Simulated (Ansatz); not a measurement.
Cu₃N (Pm-3m) was relaxed and computed twice in Ansatz (plane waves, PAW), once with HSE06 and once with PBEsol.

|  | run 1 | run 2 |
|---|---|---|
| cell | a = 3.819 Å, b = 3.819 Å, c = 3.819 Å, α = 90.00°, β = 90.00°, γ = 90.00° | a = 3.764 Å, b = 3.764 Å, c = 3.764 Å, α = 90.00°, β = 90.00°, γ = 90.00° |
| gap (eV) | 0.97 | none |
| B₀ by P(V) fit (GPa) | 117 | 135 |

Problem. Which run used which functional?

Solution. Run 1 is HSE06, run 2 is PBEsol.

All cells were relaxed under the symmetry of their starts (and spin orders); stability against distortions was not tested throughout. Rows with no word on spin ran without spin polarisation.

Potentials: the later of the program's two PAW sets.

Ansatz (a quantum-chemistry and plane-wave program) is a plane-wave DFT program.
